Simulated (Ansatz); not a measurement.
**Slab of hcp Zr (0001), 5 layers**

The slab is cut from the hcp crystal, the stable phase, as relaxed on PAW files (23.39 Å³/atom), with 16 Å of vacuum and a dipole correction:

```yaml
crystal:
  lattice:
    - [3.23110, 0.00000, 0.00000]
    - [-1.61555, 2.79821, 0.00000]
    - [0.00000, 0.00000, 26.35030]
  atoms:
    - { symbol: Zr, position: [0.00000, 0.00000, 0.30360] }
    - { symbol: Zr, position: [0.33333, 0.66667, 0.40180] }
    - { symbol: Zr, position: [0.00000, 0.00000, 0.50000] }
    - { symbol: Zr, position: [0.33333, 0.66667, 0.59820] }
    - { symbol: Zr, position: [0.00000, 0.00000, 0.69640] }
```

Computed with Ansatz 0.2.0; functional PBE, scalar-relativistic. Settings: a Γ-centred 15×15×1 k mesh, Fermi–Dirac smearing of 0.08 eV, no spin polarisation. Methods: LAPW: all electrons, basis error target 1 meV/atom; PAW: frozen-core files, cutoff 420 eV.

The bulk energy comes from a cell in the slab's orientation on a 15×15×8 mesh. The surface energy is (E(slab) − N·E(bulk))/2A at zero smearing, the mean of both faces; thin slabs carry quantum-size effects.

Question: As cut, the LAPW slab lies 1.912 eV above 5 atoms of bulk. What surface energy is that?

Answer: Over two faces of 9.04 Å² it is 105.8 meV/Å², and times 16.02 J/m² per eV/Å² that gives γ = 1.694 J/m².

```json
{"method": "LAPW", "γ as cut (J/m²)": "1.694", "γ relaxed (J/m²)": "1.591", "Φ as cut (eV)": "4.21", "Φ relaxed (eV)": "4.19"}
{"method": "PAW", "γ as cut (J/m²)": "1.694", "γ relaxed (J/m²)": "1.591", "Φ as cut (eV)": "4.21", "Φ relaxed (eV)": "4.19"}
```

Question: How do the spacings between the planes relax?

Answer: From the bottom face up: d12 -6.4 % of 2.588 Å, d23 +2.1 % of 2.588 Å, d34 +2.1 % of 2.588 Å, d45 -6.4 % of 2.588 Å.

Question: What changes if the images along the normal are cut off in place of the dipole correction?

Answer: LAPW then gives: no gap, work function 4.19 eV; PAW: no gap, work function 4.19 eV.

Question: What changes if the vacuum is set to 11 Å?

Answer: LAPW then gives: no gap, work function 4.18 eV; PAW: no gap, work function 4.17 eV. The program warns that the vacuum is too thin.

Question: A 3d core hole is made on one atom of each kind in every 1×1 cell (PAW hole dataset, neutral cell, valence without spin). What does it cost by layer?

Answer: layer 1 178.12 eV, layer 2 177.91 eV, layer 3 177.94 eV. Shifts between layers mean more than the absolute values, and a whole layer of holes screens otherwise than one hole.

Question: In the relaxed 1×1 cell, replace the outer, then the middle Zr by Nb, which changes a whole layer. What shift does this Z+1 picture give?

Answer: E(outer) − E(middle) = +0.21 eV by LAPW and +0.21 eV by PAW; a positive value puts the surface line at higher binding energy.
